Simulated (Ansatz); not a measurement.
CH3OH on a (100) slab of Rh (Fm-3m (No. 225)), 4 planes, outer planes Rh (top) and Rh (bottom), 1 a cell of 28.8 Å², relaxed and still whole (its atoms last):

```
CELL_PARAMETERS angstrom
5.36480 0.00000 0.00000
0.00000 5.36480 0.00000
0.00000 0.00000 25.50862
ATOMIC_POSITIONS crystal
Rh 0.25000 0.25000 0.31362
Rh 0.25000 0.75000 0.31362
Rh 0.75000 0.25000 0.31362
Rh 0.75000 0.75000 0.31362
Rh 0.50000 0.50000 0.38798
Rh 0.50000 0.00000 0.38798
Rh 0.00000 0.50000 0.38798
Rh 0.00000 0.00000 0.38798
Rh 0.75139 0.74926 0.46292
Rh 0.75172 0.25142 0.46292
Rh 0.24894 0.74913 0.46301
Rh 0.24928 0.25057 0.46285
Rh 0.99913 0.00079 0.53441
Rh 0.99520 0.49908 0.53867
Rh 0.49896 0.99988 0.53564
Rh 0.49904 0.49986 0.53445
C 0.02005 0.73049 0.65367
O 0.06860 0.49849 0.62689
H 0.08824 0.71894 0.69429
H 0.81779 0.75741 0.65309
H 0.10886 0.88837 0.63308
H 0.24958 0.48469 0.62024
```

Theory: DFT PBE+D3(BJ), scalar-relativistic, plane waves, PAW (Ansatz 0.2.0). Settings: cutoff 420 eV, Γ-centred mesh 4×4×1 on the computed 22-atom cell, Gaussian smearing of 0.10 eV; no spin polarisation. The cell repeats along c with a dipole correction in the vacuum.

It binds with 0.74 eV a molecule against the clean slab and the free molecule (no zero-point or thermal terms); its shortest contact is O–Rh 2.28 Å. Take first-order desorption with no barrier to adsorption, no reaction on the face and an assumed prefactor of 10^13 s⁻¹.

**Question.** How long does a molecule stay at 573 K?

**Answer.** τ = ν⁻¹·exp(E/k_BT) with k_BT = 0.0494 eV: E/k_BT = 15.0, so τ ≈ 3×10^-7 s. At about one hit a site a second (10⁻⁶ mbar) the coverage is near τ × 1 s⁻¹, so a layer needs roughly 3×10^0 mbar.

**Question.** Where does its peak lie in a desorption experiment heated at 1 K/s?

**Answer.** The peak obeys E/(k_B·T_p²) = (ν/β)·exp(−E/k_BT_p). Solving gives T_p ≈ 268 K (E/k_BT_p = 32.1). An error of 0.1 eV in E moves it by about 36 K, and larger molecules have larger prefactors, which lowers it.

**Question.** Is this physisorption or chemisorption?

**Answer.** The tightest contact, O–Rh 2.28 Å, is 1.10 times the sum of covalent radii, and deformation and lateral interaction add up to 0.00 eV. This is chemisorption.

The molecule may also break up before it leaves, which wasn't tried.

Spin polarisation was left out, and a magnetic state may lie lower.